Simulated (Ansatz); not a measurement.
A plane-wave DFT run in Ansatz 0.2.0 (scalar-relativistic PAW potentials unless the input names others): input and command.

```yaml
crystal:
  lattice:
    - [-2.5734902213, 2.5734902213, 1.409086423]
    - [2.5734902213, -2.5734902213, 1.409086423]
    - [2.5734902213, 2.5734902213, -1.409086423]
  atoms:
    - { symbol: Ge, position: [0.25, 0.75, 0.5] }
    - { symbol: Ge, position: [0.5, 0.5, 0.0] }
basis:
  ecutwfc: "120 eV"
kpoints:
  mp_grid: { grid: [16, 16, 16] }
hamiltonian:
  xc: r2scan
scf:
  occupations: { method: gaussian, width: 0.1 }
  max_iter: 100
output:
  forces: true
  eigenvalues: true
  stress: true
```

```bash
ansatz run input.yaml --threads 1 --pin off --max-ram 2560MiB --backend cpu --events-out ev --progress --plain --runs-dir out
```

Abridged log:
```
Basis set: ecut = 120 eV, 119 PW (Γ), exchange–correlation on 60×60×60 points (64 copies of the dense FFT grid, shifted against one another)
Bands: 18, of which v1, the nominal top of the filled ones, is band 14 counted from 1 (13 counted from 0)
Symmetry: 16 space group operations
k-points: 349 of 4096
SCF iter   1: F=—  HF=-8424.478288 eV  |F-HF|=—  |Δ(HF+E_count)|=         —  Δρ=6.20e-1  dr2=6.50e1  dr2_τ=1.55e0  ethr=1.77e-3  ⟨swp⟩=3.3  Hψ=21851  notcnv=0
SCF iter   2: F=—  HF=-8344.202626 eV  |F-HF|=—  |Δ(HF+E_count)|=    8.03e1  Δρ=2.58e-1  dr2=1.95e1  dr2_τ=8.59e-2  ethr=1.77e-3  ⟨swp⟩=3.4  Hψ=21671  notcnv=0  defer=54
SCF iter   3: F=—  HF=-8328.984395 eV  |F-HF|=—  |Δ(HF+E_count)|=    1.52e1  Δρ=2.23e-2  dr2=2.05e-1  dr2_τ=5.90e-3  ethr=1.77e-3  ⟨swp⟩=3.5  Hψ=18026  notcnv=0  defer=36
SCF iter   4: F=—  HF=-8328.901903 eV  |F-HF|=—  |Δ(HF+E_count)|=   8.25e-2  Δρ=2.20e-3  dr2=8.58e-4  dr2_τ=8.28e-5  ethr=7.32e-4  ⟨swp⟩=2.0  Hψ=11232  notcnv=0  defer=36
SCF iter   5: F=—  HF=-8328.901616 eV  |F-HF|=—  |Δ(HF+E_count)|=   2.87e-4  Δρ=1.63e-4  dr2=5.51e-6  dr2_τ=3.88e-7  ethr=3.07e-6  ⟨swp⟩=2.5  Hψ=11309  notcnv=0  defer=36
SCF iter   6: F=—  HF=-8328.901617 eV  |F-HF|=—  |Δ(HF+E_count)|=   1.03e-6  Δρ=1.44e-5  dr2=4.70e-8  dr2_τ=1.82e-9  ethr=3.57e-10  ⟨swp⟩=4.6  Hψ=25839  notcnv=0
SCF iter   7: F=-8328.901617 eV  HF=-8328.901617 eV  |F-HF|=5.46e-11  |Δ(HF+E_count)|=   2.93e-8  Δρ=7.71e-7  dr2=1.38e-10  dr2_τ=3.75e-12  ethr=1.68e-10  ⟨swp⟩=1.1  Hψ=18881  notcnv=0
SCF 1 converged in 7 iterations: F = -8328.901617 eV  dr2 = 1.38e-10
SCF converged after 7 iterations
Free energy (F): -8328.901617 eV
Harris-Foulkes:  -8328.901617 eV  (|F-HF|=5.46e-11)
Internal energy: -8328.896625 eV  (E = F + TS)
E sigma→0 (E₀):  -8328.899121 eV
Entropy (-TS):   -0.004992 eV (-2.496 meV/atom)
Fermi energy:    8.573978 eV
--- Forces (eV/Å), atoms counted from 1 ---
  atom   1  Ge     0.00000000     0.00000000     0.00000000
  atom   2  Ge     0.00000000     0.00000000     0.00000000
--- Stress (GPa, compression-positive) ---
       30.428762       0.000000       0.000000
        0.000000      30.428762       0.000000
        0.000000       0.000000     185.219054
  P = ⅓ Tr σ = 82.0255 GPa (820.255 kbar)
```

**Question.** What should be changed?

**Answer.** The fault is a cutoff far too low (basis.ecutwfc: 500 → "120 eV", the first being the value of the sound run). Setting it back cures it. The log, from which this was withheld above, says: «Warning: basis.ecutwfc = 120 eV is below the records' recommended 500 eV, and the density's cutoff is lower with it unless basis.ecutrho_ratio is high enough to keep the records' density cutoff: compare with a run at a higher cutoff» The run converged all the same, with an energy at zero smearing 138.1 eV/atom above the reference's, pressure 82.03 GPa, largest force 0.000 eV/Å, no gap on the mesh, so convergence alone doesn't show that an input is right. A reference run from the same start on usual settings converged with pressure 0.01 GPa, largest force 0.000 eV/Å, no gap on the mesh.

The run took 4.8 s on 1 thread of Intel(R) Xeon(R) Processor @ 2.70GHz (shared host), peak memory 0.36 GiB.